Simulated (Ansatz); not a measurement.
A relaxation computed with Ansatz, from input to last step.

```yaml
crystal:
  lattice:
    - [1.6028269639, -5.4104023945, 0.0]
    - [1.6028269639, 5.4104023945, 0.0]
    - [0.0, 0.0, 4.2607532489]
  atoms:
    - { symbol: Sc, position: [0.8364242923, 0.1635757077, 0.25] }
    - { symbol: Sc, position: [0.1635757077, 0.8364242923, 0.75] }
    - { symbol: Al, position: [0.5691513055, 0.4308486945, 0.25] }
    - { symbol: Al, position: [0.4308486945, 0.5691513055, 0.75] }
basis:
  ecutwfc: 420
kpoints:
  mp_grid: { grid: [14, 14, 10] }
hamiltonian:
  xc: pbesol
scf:
  occupations: { method: gaussian, width: 0.1 }
output:
  forces: true
  stress: true
  eigenvalues: true
relax:
  adjacent_minimum: "off"
  f_tol: 0.01
  max_steps: 30
  cell: { stress_tol: 0.1, fix: [volume] }
```

```bash
ansatz run input.yaml --threads 1 --pin off --max-ram 2560MiB --backend cpu --events-out ev --progress --plain --runs-dir out
```

Method: Ansatz, DFT PBEsol, scalar-relativistic, plane waves, PAW.

The volume is held at 0.94 times that of the relaxed cell.

Of 4 frames 3 are shown, positions in Å and forces in eV/Å; the SCF threshold varies from step to step. Steps run on the plane waves of an earlier cell, with a Pulay correction in the pressure. The basis is chosen afresh for the last frame, the zero of the energies, and at times for earlier ones too; energy and pressure step there, also at an unchanged geometry.

```xyz
4
Lattice="1.6028 -5.4104 0.0000 1.6028 5.4104 0.0000 0.0000 0.0000 4.2608" Properties=species:S:1:pos:R:3:forces:R:3 pbc="T T T" step=1 free_energy_over_end_meV_per_atom=0.28 pressure_GPa=5.43
Sc    1.6028   -3.6404    1.0652    0.0000    0.0363    0.0000
Sc    1.6028    3.6404    3.1956    0.0000   -0.0363    0.0000
Al    1.6028   -0.7483    1.0652    0.0000    0.0066    0.0000
Al    1.6028    0.7483    3.1956    0.0000   -0.0066    0.0000
4
Lattice="1.5930 -5.4274 0.0000 1.5930 5.4274 0.0000 0.0000 0.0000 4.2736" Properties=species:S:1:pos:R:3:forces:R:3 pbc="T T T" step=2 free_energy_over_end_meV_per_atom=0.03 pressure_GPa=5.24
Sc    1.5930   -3.6378    1.0684    0.0000   -0.0245    0.0000
Sc    1.5930    3.6378    3.2052    0.0000    0.0245    0.0000
Al    1.5930   -0.7456    1.0684    0.0000    0.0115    0.0000
Al    1.5930    0.7456    3.2052    0.0000   -0.0115    0.0000
4
Lattice="1.5938 -5.4250 0.0000 1.5938 5.4250 0.0000 0.0000 0.0000 4.2734" Properties=species:S:1:pos:R:3:forces:R:3 pbc="T T T" step=4 free_energy_over_end_meV_per_atom=0.00 pressure_GPa=5.27
Sc    1.5938   -3.6408    1.0683    0.0000    0.0067    0.0000
Sc    1.5938    3.6408    3.2050    0.0000   -0.0067    0.0000
Al    1.5938   -0.7452    1.0683    0.0000   -0.0019    0.0000
Al    1.5938    0.7452    3.2050    0.0000    0.0019    0.0000
```

Time: 120 s on 1 thread of Intel(R) Xeon(R) Platinum 8375C CPU @ 2.90GHz (Ice Lake), on a shared host, peak memory 0.73 GiB.